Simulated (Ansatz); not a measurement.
Total density of states per atom from r²SCAN (plane waves, PAW; program Ansatz), in 0.25 eV bins, energy from the Fermi level:

```
E (eV) | states/eV/atom
    -7.85 | ########### 0.43
    -7.60 | ######### 0.35
    -7.35 | ### 0.10
    -7.10 | ## 0.09
    -6.85 | ### 0.12
    -6.60 | # 0.03
    -6.35 |  0.00
    -6.10 |  0.00
    -5.85 |  0.00
    -5.60 |  0.00
    -5.35 | ## 0.09
    -5.10 | ###### 0.24
    -4.85 | ############ 0.46
    -4.60 | ######### 0.37
    -4.35 | ############ 0.48
    -4.10 | ########### 0.42
    -3.85 | ########### 0.43
    -3.60 | ############ 0.45
    -3.35 | ############### 0.57
    -3.10 | ################ 0.61
    -2.85 | ################### 0.74
    -2.60 | ###################### 0.83
    -2.35 | ############################ 1.09
    -2.10 | ############################# 1.11
    -1.85 | ########################## 1.00
    -1.60 | ########################### 1.06
    -1.35 | ######################### 0.98
    -1.10 | ############################## 1.16
    -0.85 | ########################### 1.03
    -0.60 | ##################### 0.81
    -0.35 | ################ 0.60
    -0.10 | ############ 0.47
     0.15 | ########### 0.42
     0.40 | ####### 0.29
     0.65 | ###### 0.22
     0.90 | ######### 0.36
     1.15 | ###### 0.25
     1.40 | ############### 0.56
     1.65 | ############### 0.58
     1.90 | ############### 0.60
     2.15 | ############# 0.50
     2.40 | ############## 0.54
     2.65 | ############## 0.56
     2.90 | ################# 0.66
     3.15 | ################# 0.67
```

Question: Which of these materials gives this?
(A) FeGe, P6/mmm (Fe on 3f, Ge on 1a, Ge on 2d)
(B) Zr5Ge3, P6_3/mcm (Zr on 6g, Zr on 4d, Ge on 6g)
(C) YHg2, P6/mmm (Y on 1a, Hg on 2d)
(D) Y5Co4Ge10, P4/mbm (Pearson symbol tP38)

Answer: D, Y5Co4Ge10, P4/mbm (Pearson symbol tP38). Within 0.5 eV of the Fermi level: Co 3d 41 %, Ge 4p 26 %, Y 4d 25 %. Projections are on Löwdin-orthogonalised atomic valence shells; empty p or d shells of many metals are not among them.

The workflow started from a Materials Project entry (that database holds measured and hypothetical structures alike); the Crystallography Open Database copy checked does not list it. Its standing as an ambient phase is unchecked. The cell was relaxed with r²SCAN under the symmetry of its start; its stability against distortions is not shown here. The run is not spin-polarised. Scalar-relativistic: spin–orbit coupling is off unless named, which matters more the heavier the elements.

Potentials: the later of the program's two PAW sets.
